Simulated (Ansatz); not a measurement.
Consider the following.

VSi$_{2}$:
```cif
data_Si6V3
_chemical_formula_sum 'V3 Si6'
_space_group_name_H-M_alt 'P6222'
_space_group_IT_number 180
_space_group_name_Hall 'P 62 2 (0 0 4)'
_cell_length_a 4.52996
_cell_length_b 4.52996
_cell_length_c 6.32554
_cell_angle_alpha 90.000
_cell_angle_beta 90.000
_cell_angle_gamma 120.000
loop_
_atom_site_label
_atom_site_type_symbol
_atom_site_symmetry_multiplicity
_atom_site_Wyckoff_symbol
_atom_site_fract_x
_atom_site_fract_y
_atom_site_fract_z
_atom_site_occupancy
V1 V 3 d 0.50000 0.00000 0.50000 1
Si1 Si 6 j 0.32504 0.16252 0.16667 1
```

This is the r²SCAN-relaxed structure.

Task: All from r²SCAN in the plane-wave PAW code Ansatz, unless another level is named. Give the electronic character.

Result: metallic (no gap).

Task: Give the formation energy from the elements (no fitted shifts).

Result: -0.46 eV/atom.

Task: And the density of states at the Fermi level?

Result: 0.67 states/eV per atom (mean over ±0.08 eV).

Space group P6_222. The r²SCAN relaxation kept the symmetry of its start; of distortions, only those at the zone centre were tested. No spin polarisation was allowed. The references are the lowest solids computed at this level, not always the standard phases.

Potentials: the later of the program's two PAW sets.
